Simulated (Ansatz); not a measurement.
This run works on a generated trial structure, not on a known crystal.

Input and command of a plane-wave DFT calculation in Ansatz:

```yaml
crystal:
  lattice:
    - [4.0014279449, 0.0, 0.0]
    - [0.0, 4.6275373193, 0.0]
    - [0.0, 0.0, 9.4784239384]
  atoms:
    - { symbol: K, position: [0.0, 0.5, 0.8259341736] }
    - { symbol: K, position: [0.5, 0.0, 0.1740658264] }
    - { symbol: Na, position: [0.0, 0.5, 0.4366172602] }
    - { symbol: Na, position: [0.5, 0.0, 0.5633827398] }
    - { symbol: H, position: [0.5, 0.5, 0.5563998058] }
    - { symbol: H, position: [0.0, 0.0, 0.4436001942] }
    - { symbol: Cl, position: [0.0, 0.5, 0.1522163359] }
    - { symbol: Cl, position: [0.5, 0.0, 0.8477836641] }
basis:
  ecutwfc: 420
kpoints:
  mp_grid: { grid: [6, 6, 4] }
hamiltonian:
  xc: pbe
scf:
  occupations: { method: gaussian, width: 0.02 }
output:
  forces: true
  stress: true
  eigenvalues: true
relax:
  adjacent_minimum: "off"
  f_tol: 0.01
  max_steps: 30
  cell: { stress_tol: 0.1, fix: [volume] }
```

```bash
ansatz run input.yaml --threads 1 --pin off --max-ram 2560MiB --backend cpu --events-out ev --progress --plain --runs-dir out
```

Processor: Arm Neoverse V1, 1 thread, on a host shared with other jobs.

Q: Estimate time, memory and problem size.

A: About 79 s, peak memory 0.52 GiB. It solves 34 bands at 48 k points (after reduction by symmetry) with about 3441 plane waves, in 26 SCF iterations over 5 ionic steps.
